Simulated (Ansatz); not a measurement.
Computed properties of Re

Re:
```xyz
1
Lattice="0.0000 1.9467 1.9467 1.9467 0.0000 1.9467 1.9467 1.9467 0.0000" Properties=species:S:1:pos:R:3 pbc="T T T"
Re     0.0000     0.0000     0.0000
```

Space group Fm-3m (No. 225), fcc (Cu type); conventional cell a = b = c = 3.893 Å, α = β = γ = 90.00°.

Method: r²SCAN (plane waves, PAW; program Ansatz). The cell and atoms are relaxed at this level. Other levels are named where they apply.

**Cell and energy**

Volume per atom: 14.75 Å³
Density: 20.96 g/cm³

**Electronic structure**

- Electronic character: metallic (no gap)
- Density of states at the Fermi level: 0.74 states/eV per atom (mean over ±0.08 eV)
- Gap with spin–orbit coupling: none (metallic)

**Mechanics**

- Bulk modulus (Birch–Murnaghan fit): 386 GPa
- Pressure derivative B′: 4.3
- Elastic constants (relaxed ions, GPa): C11 = 585, C12 = 287, C44 = 236
- Mechanical stability: stable (all eigenvalues of C positive)
- Hill bulk and shear moduli: 387 and 196 GPa
- Young's modulus: 503 GPa
- Poisson's ratio: 0.28
- Debye temperature from the elastic constants: 414 K

A made-up cell: these elements were put on the sites of a structure type; the Crystallography Open Database files this formula in space group No. 225, but the cells were not matched. It is not the phase usual at ambient conditions (space group No. 194). The r²SCAN relaxation kept the symmetry of its start; whether a distortion lowers the energy is not shown. The run is not spin-polarised. As this level gives no gap, shear constants depend on the k-mesh and smearing (Fermi–Dirac, 0.1 eV here). Spin–orbit coupling is left out wherever it is not named.

Potentials: the later of the program's two PAW sets.
